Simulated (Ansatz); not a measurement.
### Question
Cd (hcp (Mg type), P6_3/mmc) is relaxed with the program Ansatz at the LDA level (PAW). What lattice parameters of the conventional cell result?

### Answer
a = 2.921 Å, c = 5.389 Å.

The LDA relaxation kept the symmetry of its start. Axis ratios of metals converge slowly with the k-mesh, so a and c are less sure than the volume.

Potentials: the later of the program's two PAW sets.
